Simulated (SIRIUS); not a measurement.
Consider a self-consistent single point of NiGe (Pnma, 8 atoms in the cell; from Materials Project mp-1099, changed as shown).

```
NiGe
1.0
    5.25762     0.00000     0.00000
    0.00000     3.40428     0.00000
    0.00000     0.00000     5.69274
Ni Ge
4 4
Direct
  0.50554   0.25000   0.69073
  0.49446   0.75000   0.30927
  0.99446   0.75000   0.19073
  0.00554   0.25000   0.80927
  0.68966   0.25000   0.08698
  0.31034   0.75000   0.91302
  0.81034   0.75000   0.58698
  0.18966   0.25000   0.41302
```

Method: PBE, GBRV PBE ultrasoft pseudopotentials (plane waves; SIRIUS).

SIRIUS settings:

- parameters.ngridk = 3 5 3
- parameters.xc_functionals = [XC_GGA_X_PBE, XC_GGA_C_PBE]
- parameters.gk_cutoff = 6.325 1/bohr
- parameters.pw_cutoff = 14.143 1/bohr
- parameters.smearing = fermi_dirac
- parameters.smearing_width = 0.00367493 Ha
- potentials = GBRV PBE ultrasoft pseudopotentials
- parameters.electronic_structure_method = pseudopotential
- parameters.num_bands = 77
- parameters.num_mag_dims = 0
- parameters.num_dft_iter = 100
- parameters.energy_tol = 1e-07 Ha
- parameters.density_tol = 1e-06
- mixer.type = anderson
- mixer.beta = 0.3
- mixer.use_hartree = false

Results:

* **Number of valence electrons**: 128
* **Number of bands**: 77
* **Number of k-points after the program's reduction**: 12
* **Number of plane waves (most at a k-point)**: 2954
* **Number of SCF iterations**: 20
* **FFT grid**: 48 × 32 × 54
* **Free energy E − TS**: -30311.4639 eV
* **Fermi level (on the code's own zero)**: 16.36 eV
* **Pressure**: 10.33 GPa
* **Largest force (vector length)**: 0.169 eV/Å

Forces (eV/Å):
```
atom      Fx     Fy      Fz
----  ------  -----  ------
Ni1    0.153  0.000  -0.072
Ni2   -0.153  0.000   0.072
Ni3   -0.153  0.000  -0.072
Ni4    0.153  0.000   0.072
Ge5   -0.120  0.000   0.045
Ge6    0.120  0.000  -0.045
Ge7    0.120  0.000   0.045
Ge8   -0.120  0.000  -0.045
```

Stress (GPa, positive for compression):
```
12.38   0.00   0.00
 0.00   7.93   0.00
 0.00   0.00  10.69
```

For comparison: a first run was changed to give this one (volume scaled by 0.96), and from it to this one the free energy rises by 31.2 meV/atom, the pressure goes from 2.89 to 10.33 GPa and the largest force goes from 0.078 to 0.169 eV/Å.

The run has no spin polarisation, so moments on Ni cannot form. The structure comes from a collection of computed structures, made at another level of theory; the collection holds predicted forms beside known ones. No clean gap shows at this smearing width and mesh (spacing up to 0.40 Å⁻¹); the mesh is coarse for partly filled bands, so the values carry mesh errors.

Cost on one core: very roughly 2.2 core-minutes.
